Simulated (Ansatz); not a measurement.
MgI$_{2}$ (CdI2 type, P-3m1) at seven volumes, plane-wave PAW PBE+D3(BJ) (Ansatz code), shape and atoms relaxed at each. One row is withheld.

| V (Å³/atom) | P (GPa) |
|---|---|
| 30.528 | 2.22 |
| 31.535 | 1.29 |
| 32.541 | 0.56 |
| 33.547 | 0.00 |
| 34.554 | -0.43 |
| 35.560 | -0.69 |
| 36.567 | ? |

### Question
Fit the shown pressures and predict the withheld one.

### Answer
P = (3/2)B₀(x^(7/2) − x^(5/2))[1 + (3/4)(B′ − 4)(x − 1)] with x = (V₀/V)^(2/3). Least squares on the six rows gives V₀ = 33.553 Å³/atom, B₀ = 15.8 GPa, B′ = 8.81. At V = 36.567, x = 0.9443 and P = -0.91 GPa. The run itself gave -0.86 GPa.

Symmetry was held in the PBE+D3(BJ) relaxation; phonons on a q-mesh show no instability. Scalar-relativistic: spin–orbit coupling is off unless named, which matters more the heavier the elements.

Potentials: the later of the program's two PAW sets.
